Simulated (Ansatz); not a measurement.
Be: ab initio molecular dynamics

Method: DFT PBEsol, scalar-relativistic, plane waves, PAW in Ansatz. Cutoff 420 eV, shifted (0.5, 0.5, 0.5 steps) 2×2×2 k-points, Fermi–Dirac smearing of 0.22 eV. The mesh is coarse. No spin polarisation.

18 atoms, starting at 1.10 times the perfect crystal's volume (space group Im-3m, not the usual structure, the cell as given, not relaxed at this level); Langevin thermostat at 2600 K (friction 0.05 fs⁻¹), fixed cell; 100 steps of 1.5 fs. The run is short and not equilibrated. The crystal has no gap, and so coarse a mesh can leave errors of tens of meV/atom and of a GPa or more.

First frame:

```yaml
crystal:
  lattice:
    - [0.00000, -2.58714, -5.17429]
    - [5.17429, 0.00000, -2.58714]
    - [2.58714, -5.17429, 0.00000]
  atoms:
    - { symbol: Be, position: [0.83333, 0.83333, 0.83333] }
    - { symbol: Be, position: [0.88889, 0.22222, 0.55556] }
    - { symbol: Be, position: [0.94444, 0.61111, 0.27778] }
    - { symbol: Be, position: [0.61111, 0.27778, 0.94444] }
    - { symbol: Be, position: [0.66667, 0.66667, 0.66667] }
    - { symbol: Be, position: [0.72222, 0.05556, 0.38889] }
    - { symbol: Be, position: [0.77778, 0.44444, 0.11111] }
    - { symbol: Be, position: [0.44444, 0.11111, 0.77778] }
    - { symbol: Be, position: [0.50000, 0.50000, 0.50000] }
    - { symbol: Be, position: [0.55556, 0.88889, 0.22222] }
    - { symbol: Be, position: [0.22222, 0.55556, 0.88889] }
    - { symbol: Be, position: [0.27778, 0.94444, 0.61111] }
    - { symbol: Be, position: [0.33333, 0.33333, 0.33333] }
    - { symbol: Be, position: [0.38889, 0.72222, 0.05556] }
    - { symbol: Be, position: [0.05556, 0.38889, 0.72222] }
    - { symbol: Be, position: [0.11111, 0.77778, 0.44444] }
    - { symbol: Be, position: [0.16667, 0.16667, 0.16667] }
    - { symbol: Be, position: [0.00000, 0.00000, 0.00000] }
```

```yaml
Mean_temperature_over_the_second_half: 2941 K
Mean_pressure_over_the_second_half_kinetic_part_included: 10.4 GPa
Mean_potential_energy_above_the_perfect_crystal_as_given_at_volume_ratio_1;_besides_heat_the_difference_comes_from_the_volume_10_%_larger;_the_free_energy_holds_the_electrons'_entropy: 408 meV/atom
Mean-square_drift_of_Be_from_first_to_last_step_mean_shift_of_all_atoms_removed: 0.54 Å²
```

Pair distribution functions g(r), second half of the run, up to half the cell's height:

```
r (Å) Be-Be
 1.55    0.0
 1.65    0.1
 1.75    0.4
 1.85    0.9
 1.95    1.4
 2.05    1.8
 2.15    2.0
 2.25    2.2
 2.35    1.7
 2.45    1.8
```

Along the run (potential energy from its first value; pressure with the kinetic part):

```tsv
t (fs)	T (K)	ΔE_pot (meV/atom)	P (GPa)
0.0	2456	0.0	-6.7
6.0	1793	54.8	-5.4
12.0	2285	166.4	0.2
18.0	1285	270.2	3.2
24.0	2508	224.9	4.1
30.0	2102	193.5	2.1
36.0	2998	187.0	3.1
42.0	2342	230.0	3.6
48.0	2032	253.9	3.6
54.0	2212	275.3	4.6
60.0	2330	266.2	4.6
66.0	2434	260.3	5.1
72.0	2296	284.5	6.1
78.0	2442	331.5	8.1
84.0	2177	315.3	6.8
90.0	2532	272.6	5.4
96.0	1997	307.7	5.5
102.0	2274	328.0	7.1
108.0	2495	332.5	8.1
114.0	2493	393.8	10.1
120.0	2986	460.9	12.8
126.0	4516	381.5	13.0
132.0	4589	394.7	14.2
138.0	4040	445.3	15.5
144.0	2777	524.1	15.8
150.0	2798	472.6	14.6
```

Cost: 1 run of about 3.9 core-minutes (earlier runs that led there not counted), on Intel Xeon Platinum 8375C (Ice Lake) (shared hosts).